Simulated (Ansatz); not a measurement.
**FeCuSO, one structure, two calculations**

Cell: a measured structure from the Crystallography Open Database (COD), taken as it stands.

Space group P4/nmm:1 (No. 129); a = 3.8219, c = 8.6450 Å.

```csv
site,Wyckoff,site symmetry,x,y,z
Fe,2a,-4m2,0.5000,0.5000,0.0000
Cu,2b,-4m2,0.0000,0.0000,0.5000
S,2c,4mm,0.5000,0.0000,0.3442
O,2c,4mm,0.5000,0.0000,0.9256
```

One atom of each set is listed.

First run. All values are calculated (Ansatz; DFT, PBE, plane waves and PAW, scalar-relativistic, collinear spin, 420 eV cutoff, Γ-centred 6×6×3 k-points, Fermi–Dirac smearing 0.02 eV), not measured. Start moments as typed (μB): 5 on each Fe, none on the rest. The program fits them to the shells of the files, so those used differ somewhat.

| site | V_zz (10²¹ V/m²) | η | m (μB) |
| --- | --- | --- | --- |
| Fe | 12.44 | 0.00 | 3.41 |
| Cu | 2.54 | 0.00 | 0.06 |
| S | -3.29 | 0.00 | 0.08 |
| O | -3.75 | 0.00 | 0.38 |

Second run. The same atoms and settings, except that the mesh is 9×9×4 and the Fermi–Dirac smearing is 0.05 eV.

(1) Given the first result, estimate the second.

Results:

(1) 

```json
{"site": "Fe", "V_zz": "12.25", "η": "0.00", "change of V_zz": "-0.19", "m (μB)": "3.41"}
{"site": "Cu", "V_zz": "2.54", "η": "0.00", "change of V_zz": "0.00", "m (μB)": "0.07"}
{"site": "S", "V_zz": "-3.05", "η": "0.00", "change of V_zz": "+0.24", "m (μB)": "0.08"}
{"site": "O", "V_zz": "-3.79", "η": "0.00", "change of V_zz": "-0.04", "m (μB)": "0.38"}
```

The largest change of V_zz is on S, from -3.29 to -3.05. In per cent, |V_zz| changes by -2 on Fe, 0 on Cu, -7 on S, +1 on O (all sites that start above 2). Isomer shifts (Fe against α-Fe, from the density at the nucleus and a line fitted to measured compounds for each functional; the lines scatter by about 0.1 mm/s, so smaller changes between functionals mean little): Fe 0.81 → 0.81 mm/s.

The largest force is 0.3 eV/Å, so the atoms aren't at the calculated equilibrium and relaxing them would move these values. Semilocal functionals can leave a metal where correlation in the d or f shell opens a gap in the real compound, and that would change the values at and beside Cu and Fe. With these PAW files V_zz is typically within 2 to 3 % of all-electron values, but misses above 10 % occur on Fe. All moments are parallel here, as the start or the cell imposes; many such compounds order antiparallel, where fields and spin densities carried over to other atoms largely cancel. The magnetic order is the one that the run reached from its start moments, not necessarily the measured one.
